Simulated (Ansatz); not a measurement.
The cell below belongs to a search over invented structures; it isn't taken from experiment.

Input and command of a plane-wave DFT calculation in Ansatz:

```yaml
crystal:
  lattice:
    - [4.7386315, 0.0, 0.0]
    - [0.0, 4.7386315, 0.0]
    - [0.0, 0.0, 4.7386315]
  atoms:
    - { symbol: Hf, position: [0.0, 0.5, 0.5] }
    - { symbol: Hf, position: [0.5, 0.0, 0.5] }
    - { symbol: Hf, position: [0.5, 0.5, 0.0] }
    - { symbol: Ti, position: [0.0, 0.0, 0.0], spin: 1.0 }
    - { symbol: "N", position: [0.5, 0.0, 0.0] }
    - { symbol: "N", position: [0.0, 0.5, 0.0] }
    - { symbol: "N", position: [0.0, 0.0, 0.5] }
basis:
  ecutwfc: 420
kpoints:
  mp_grid: { grid: [4, 4, 4] }
hamiltonian:
  xc: pbe
scf:
  occupations: { method: gaussian, width: 0.2 }
  lower_state_search: "off"
output:
  forces: true
  stress: true
  eigenvalues: true
  populations: true
magnetization:
  spin_polarized: true
relax:
  adjacent_minimum: "off"
  f_tol: 0.08
  max_steps: 16
  cell: { stress_tol: 0.8 }
```

```bash
ansatz run input.yaml --threads 1 --pin off --max-ram 2560MiB --backend cpu --events-out ev --progress --plain --runs-dir out
```

Processor: Arm Neoverse V2, 1 thread, on a host shared with other jobs.

Problem. Estimate time, memory and problem size.

Solution. About 70 s, peak memory 0.48 GiB. It solves 64 bands at 10 k points (after reduction by symmetry) with about 1743 plane waves (on the last cell), in 62 SCF iterations over 5 ionic steps.
